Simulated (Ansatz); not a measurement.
Given:

Sc$_{2}$Al in space group P6_3/mmc (No. 194; Sc on 2a, Sc on 2d, Al on 2c), a = 4.850 Å, b = 4.850 Å, c = 6.088 Å, α = 90.00°, β = 90.00°, γ = 120.00°.

This is the PBEsol-relaxed structure.

### Question
All from plane-wave PAW PBEsol (Ansatz code), unless another level is named. Give the density of states at the Fermi level.

### Answer
1.4 states/eV per atom (mean over ±0.08 eV).

### Question
What about the formation energy from the elements (no fitted shifts)?

### Answer
-353 meV/atom.

The workflow started from a Materials Project entry (that database holds measured and hypothetical structures alike); the Crystallography Open Database copy checked does not list it. Whether it is the stable phase at ambient conditions was not checked. The cell was relaxed with PBEsol under the symmetry of its start; whether a distortion lowers the energy is not shown. The run is not spin-polarised. Axis ratios of metals converge slowly with the k-mesh, so a and c are less sure than the volume. The references are the lowest solids computed at this level, not always the standard phases.

Potentials: the later of the program's two PAW sets.
